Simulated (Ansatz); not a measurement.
Consider the following.

ReW:
```cif
data_ReW
_chemical_formula_sum 'W1 Re1'
_space_group_name_H-M_alt 'P 1'
_space_group_IT_number 1
_cell_length_a 3.13089
_cell_length_b 3.13089
_cell_length_c 3.13089
_cell_angle_alpha 90.000
_cell_angle_beta 90.000
_cell_angle_gamma 90.000
loop_
_space_group_symop_operation_xyz
  'x, y, z'
loop_
_atom_site_label
_atom_site_type_symbol
_atom_site_fract_x
_atom_site_fract_y
_atom_site_fract_z
_atom_site_occupancy
W1 W 0.00000 0.00000 0.00000 1
Re1 Re 0.50000 0.50000 0.50000 1
```

This is the r²SCAN-relaxed structure.

Problem. All from r²SCAN (plane waves, PAW; program Ansatz), unless another level is named. Predict the Poisson's ratio.

Solution. 0.31.

Problem. Next, the elastic constants (relaxed ions, GPa)?

Solution. C11 = 517, C12 = 269, C44 = 182.

Space group Pm-3m (CsCl type). A made-up cell: these elements were put on the sites of a structure type; neither database checked (COD, Materials Project) lists it. Its standing as an ambient phase is unchecked. The cell was relaxed with r²SCAN under the symmetry of its start; its stability against distortions is not shown here. The run is not spin-polarised. As this level gives no gap, shear constants depend on the k-mesh and smearing (Fermi–Dirac, 0.1 eV here). Scalar-relativistic: spin–orbit coupling is off unless named, which matters more the heavier the elements.

Potentials: the earlier of the program's two PAW sets.
